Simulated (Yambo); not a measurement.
Yambo run on SrTiO$_{3}$ (cubic perovskite, space group Pm-3m, No. 221). The wavefunctions are norm-conserving PBEsol (Quantum ESPRESSO, 84 Ry, no spin-orbit coupling) ones on a 4×4×4 mesh (20 occupied bands); a = b = c = 3.913 Å, α = β = γ = 90.00°.

Yambo input:

```
rim_cut
gw0
dyson
el_el_corr
HF_and_locXC
ppa
em1d
RandQpts= 1000000
RandGvec= 1 Ry
EXXRLvcs= 84 Ry
VXCRLvcs= 336 Ry
Chimod= "HARTREE"
% BndsRnXp
 2 | 118 |
%
NGsBlkXp= 7 Ry
% LongDrXp
 1.0 | 1.0 | 1.0 |
%
PPAPntXp= 27.2114 eV
% GbndRnge
 1 | 118 |
%
GTermKind= "BG"
DysSolver= "n"
ExtendOut
% QPkrange
 1 | 1 | 20 | 21 |
 10 | 10 | 20 | 20 |
%
```

k points by index: 1 = Γ, 10 = R.

Resulting energies as the program prints them:

```
#    K-point    Band    Eo [eV]    E [eV]    E-Eo [eV]    Vxc [eV]    Vnlxc [eV]    Sc|Eo [eV]    Sc|E [eV]    dSc/dw|Eo [eV]    Re(Z)    Im(Z)
#
    1    20    -0.361796    -0.720982    -0.359185    -20.29141    -25.21296    4.457323    4.562364    -7.954997    0.773787    -0.001373
    1    21    1.843752    3.110300    1.266548    -18.76966    -11.45921    -5.688614    -6.043894    -7.632060    0.780958    -0.001530
    10    20    0.000000    -0.349942    -0.349942    -19.94231    -25.03222    4.635095    4.739970    -8.152089    0.769475    -0.001365
```
(The two width columns are left out.) Convergence of these settings isn't established.

Geometry of the Materials Project entry, not relaxed at this level.
